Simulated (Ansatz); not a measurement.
TaW:
```cif
data_Ta2W2
_chemical_formula_sum 'Ta2 W2'
_space_group_name_H-M_alt 'P 1'
_space_group_IT_number 1
_cell_length_a 5.33072
_cell_length_b 5.33072
_cell_length_c 4.50913
_cell_angle_alpha 90.000
_cell_angle_beta 90.000
_cell_angle_gamma 146.732
loop_
_space_group_symop_operation_xyz
  'x, y, z'
loop_
_atom_site_label
_atom_site_type_symbol
_atom_site_fract_x
_atom_site_fract_y
_atom_site_fract_z
_atom_site_occupancy
Ta1 Ta 0.64883 0.35117 0.25000 1
W1 W 0.91413 0.08587 0.25000 1
Ta2 Ta 0.35117 0.64883 0.75000 1
W2 W 0.08587 0.91413 0.75000 1
```

Relaxed with r²SCAN.

**Question.** Which orbitals make up the states near the Fermi level in r²SCAN (plane waves, PAW; program Ansatz)?

**Answer.** Within 0.5 eV of the Fermi level: W 5d 49 %, Ta 5d 39 %. Projections are on Löwdin-orthogonalised atomic valence shells; empty p or d shells of many metals are not among them.

**Question.** Tabulate the density of states.

**Answer.** States/eV per cell of 4 atoms, in 0.25 eV bins, energy from the Fermi level.

```csv
E (eV),total,W 5d,Ta 5d,W 6s
-7.85,0.28,0.00,0.00,0.12
-7.60,0.32,0.00,0.01,0.15
-7.35,0.37,0.01,0.01,0.17
-7.10,0.43,0.01,0.01,0.20
-6.85,0.46,0.02,0.02,0.21
-6.60,0.52,0.03,0.03,0.22
-6.35,0.61,0.04,0.05,0.25
-6.10,0.71,0.06,0.07,0.27
-5.85,0.84,0.10,0.11,0.30
-5.60,1.04,0.16,0.17,0.35
-5.35,1.46,0.32,0.31,0.41
-5.10,2.84,0.95,0.83,0.53
-4.85,2.85,1.01,0.93,0.47
-4.60,2.63,1.04,0.90,0.30
-4.35,2.84,1.23,0.99,0.24
-4.10,3.70,1.76,1.33,0.23
-3.85,5.01,2.60,1.77,0.22
-3.60,3.99,2.15,1.42,0.15
-3.35,2.64,1.43,0.94,0.08
-3.10,3.51,1.84,1.36,0.10
-2.85,3.35,1.68,1.34,0.10
-2.60,4.10,2.07,1.64,0.11
-2.35,3.41,1.87,1.26,0.07
-2.10,4.59,2.62,1.55,0.12
-1.85,4.82,2.60,1.77,0.14
-1.60,4.11,2.13,1.64,0.10
-1.35,4.23,2.12,1.83,0.08
-1.10,3.87,1.91,1.70,0.06
-0.85,3.95,1.81,1.83,0.09
-0.60,5.06,2.26,2.42,0.12
-0.35,5.07,2.39,2.14,0.17
-0.10,4.04,1.87,1.64,0.16
0.15,3.49,1.76,1.29,0.13
0.40,3.91,2.04,1.37,0.15
0.65,3.85,2.08,1.30,0.12
0.90,3.57,1.80,1.29,0.11
1.15,3.28,1.53,1.23,0.10
1.40,4.15,1.96,1.55,0.12
1.65,3.14,1.24,1.43,0.07
1.90,3.10,1.12,1.62,0.05
2.15,2.11,0.74,1.18,0.02
2.40,2.01,0.69,1.19,0.01
2.65,2.81,0.94,1.70,0.02
2.90,3.12,1.09,1.85,0.02
3.15,2.80,0.98,1.66,0.02
```

Space group Cmcm. The start of the workflow was typed in or built on a structure type; neither database checked (COD, Materials Project) lists it. Whether it is the stable phase at ambient conditions was not checked. The cell was relaxed with r²SCAN under the symmetry of its start; its stability against distortions is not shown here. The run is not spin-polarised. Its formation energy is positive at this level, so the cell may be metastable or incomplete. Spin–orbit coupling is left out wherever it is not named.

Potentials: the later of the program's two PAW sets.
